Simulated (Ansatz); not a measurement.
Elastic constants of Rh (Fm-3m) under pressure

```
Rh
1.0
     0.00000    1.89077    1.89077
     1.89077    0.00000    1.89077
     1.89077    1.89077    0.00000
Rh
1
Cartesian
  0.0000 0.0000 0.0000
```

This is the zero-pressure cell. At each pressure cell and atoms are relaxed in this structure, and the constants are slopes of the stress at strains of ±0.005 with relaxed ions (the coefficients that govern stability under load). Level: PBEsol, PAW on Ansatz 0.2.0's default frozen-core files (fitted under PBE), scalar-relativistic; k mesh 24×24×24, strains of ±0.005, Fermi-Dirac smearing of 0.100 eV, cutoff 420 eV. P is the pressure of the relaxed cell, less that of this one.

```
P (GPa)    V/V₀  C11 (GPa)  C12 (GPa)  C44 (GPa)
   0.00  1.0000      466.2      206.8      209.4
   0.99  0.9966      473.0      211.0      212.2
   1.98  0.9934      479.7      215.2      214.9
   4.00       ?          ?          ?          ?
   6.99  0.9777      513.3      236.2      228.6
   9.97  0.9691      532.9      248.5      236.5
  15.01  0.9555      565.2      269.0      249.6
```

Q: Does the bulk modulus from the constants agree with the pressure-volume curve?

A: A third-order Birch-Murnaghan fit to the volumes shown (F against f, f = [(V₀/V)^(2/3) − 1]/2) gives B₀ = 293.3 GPa and B′ = 5.1. Its −V dP/dV stands beside (C11 + 2C12)/3:

| P (GPa) | from P(V) | from the constants |
| --- | --- | --- |
| 0.00 | 293.3 | 293.3 |
| 0.99 | 298.4 | 298.4 |
| 1.98 | 303.4 | 303.4 |
| 6.99 | 328.5 | 328.6 |
| 9.97 | 343.2 | 343.3 |
| 15.01 | 367.8 | 367.8 |

Q: What are the pressure derivatives at zero pressure?

A: Slopes at V₀ of quadratic fits in −ln(V/V₀) through the first four rows shown, divided by B₀: dC11/dP = 6.9, dC12/dP = 4.3, dC44/dP = 2.8. The mean slopes up to 2.0 GPa are 6.8, 4.3, 2.8; curvature and scatter of the constants part the two. The combination (dC11/dP + 2 dC12/dP)/3 = 5.1 stands against B′.

Q: Fill the row at 4.00 GPa.

A: Cubic fits in −ln(V/V₀) through all rows shown give C11 = 493.4, C12 = 223.8, C44 = 220.5 GPa. Computed: V/V₀ = 0.9869, C11 (GPa) = 493.4, C12 (GPa) = 223.7, C44 (GPa) = 220.5.

Q: Does a shear stiffness soften?

A: C44 goes from 209.4 to 249.6 GPa; (C11 − C12)/2 goes from 129.7 to 148.1 GPa. Neither ends more than 3 % under its start, and the lattice stays mechanically stable over this range.

Limits of these numbers: no other phase was computed; many crystals of this kind change structure within this range, and rows or crossings beyond such a change describe a metastable lattice; frozen-core PAW files fitted under PBE, their cores solved anew for the functional of the run; responses of metals move with mesh and smearing; phonons weren't checked at these pressures.
